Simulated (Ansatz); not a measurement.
Values for one crystal, relaxed and computed with the program Ansatz at the PBEsol level (PAW); other levels are named.

Volume per atom: 13.77 Å³
Electronic character: metallic (no gap)
Density of states at the Fermi level: 0.25 states/eV per atom (mean over ±0.08 eV)
Zone-centre stability: no imaginary mode at Γ
Bulk modulus (Birch–Murnaghan fit): 238 GPa
Pressure derivative B′: 4.2
Highest zone-centre frequency: 669 cm⁻¹

Problem. Which compound is it?
A. Nb2C, Pnma (Nb on 4c, Nb on 4c, C on 4c)
B. Y3Ge4, Cmcm (Pearson symbol oS28)
C. BaCd2Ge2, I4/mmm (Ge on 4e, Cd on 4d, Ba on 2a)
D. SnGe, P-6m2 (Sn on 1a, Ge on 1f)

Solution. A, Nb2C, Pnma (Nb on 4c, Nb on 4c, C on 4c)

The workflow started from a Materials Project entry (that database holds measured and hypothetical structures alike); the Crystallography Open Database copy checked does not list it. Whether it is the stable phase at ambient conditions was not checked. Symmetry was held in the PBEsol relaxation. No spin polarisation was allowed. As this level gives no gap, phonon frequencies hold no LO–TO term and depend on the k-mesh and smearing (Fermi–Dirac, 0.1 eV here). Spin–orbit coupling is left out wherever it is not named.

Potentials: the later of the program's two PAW sets.
